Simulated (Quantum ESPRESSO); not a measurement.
# Si3FNO4: a curve over strain

A calculation, not a measurement. The program is pw.x of Quantum ESPRESSO 7.5 (plane-wave density functional theory). The cell is made up: 9 atoms on a quartz lattice, with randomly drawn elements, strain and displacements, not relaxed. PseudoDojo standard norm-conserving files (v0.5 for PBE, v0.4.1 for LDA and PBEsol) set the functional; there is no spin polarisation, spin-orbit coupling or dispersion term, and the masses in the input are unused placeholders.

Seven runs add a strain to one cell (the same along x and y); the atoms follow the cell and are not relaxed. Stress in the table is positive in tension.

Input of the run at -0.0105:

```
&control calculation='scf', pseudo_dir='./dojo.nc.sr.pbe.v0_5.standard.upf', outdir='./o', disk_io='medium', tprnfor=.true., tstress=.true. /
&system ibrav=0, nat=9, ntyp=4, nbnd=30, ecutwfc=84.00895049, nosym=.true., tot_charge=0,
 occupations='smearing', smearing='fd', degauss=0.0018374661
/
&electrons conv_thr=7.350e-09, electron_maxstep=60, /
ATOMIC_SPECIES
F 1.0 F.upf
N 1.0 N.upf
O 1.0 O.upf
Si 1.0 Si.upf
CELL_PARAMETERS angstrom
4.8821 -0.034 0.0355
-2.4705 4.2978 -0.0464
0.0385 -0.0359 5.4457
ATOMIC_POSITIONS angstrom
Si 2.3627 -0.0836 3.7334
Si -1.2045 2.0087 1.7844
Si 1.3505 2.1813 0.0572
F 1.5428 1.1243 4.3084
N 3.1954 0.3898 2.6081
O 2.6911 2.3952 0.8244
O 0.2619 1.8093 1.2189
O -1.2657 3.3674 2.8972
O 0.8856 3.5658 4.8357
K_POINTS automatic
5 5 4 1 1 1
```

| added strain | free energy less that of the input shown (eV) | stress xx (GPa) | stress yy (GPa) | stress zz (GPa) | stress xy (GPa) | pressure (GPa) | next band up at Gamma (eV) | iterations |
| --- | --- | --- | --- | --- | --- | --- | --- | --- |
| -0.0188 | 0.2070 | -31.11 | -7.58 | -24.66 | 4.13 | 21.12 | 1.921 | 12 |
| -0.0165 | 0.1457 | -29.79 | -6.73 | -23.73 | 4.06 | 20.08 | 1.905 | 12 |
| -0.0128 | 0.0522 | -27.71 | -5.41 | -22.25 | 3.96 | 18.46 | 1.879 | 12 |
| -0.0105 | 0.0000 | -26.45 | -4.60 | -21.36 | 3.90 | 17.47 | 1.862 | 12 |
| +0.0123 | -0.3550 | -15.07 | 2.50 | -13.52 | 3.38 | 8.70 | 1.680 | 12 |
| +0.0153 | -0.3805 | -13.72 | 3.33 | -12.60 | 3.32 | 7.66 | 1.654 | 12 |
| +0.0241 | -0.4291 | -9.94 | 5.61 | -10.07 | 3.16 | 4.80 | 1.577 | 12 |

A cubic fit gives a slope of stress xx against the added strain of 502 GPa at zero added strain, with the atoms clamped. Across the table the free energy follows the integral of the stress to within 1.1 meV. A rerun of one of the cells at a cutoff of 1437 eV and k mesh 7 x 7 x 6 moved values by no more than 0.002 eV in energy, 0.02 GPa in stress and 0.002 eV/Å in force. The band column is the level of band 25 at Gamma less that of band 24, whose number is half the electron count, rounded up; it comes from a band step after each run.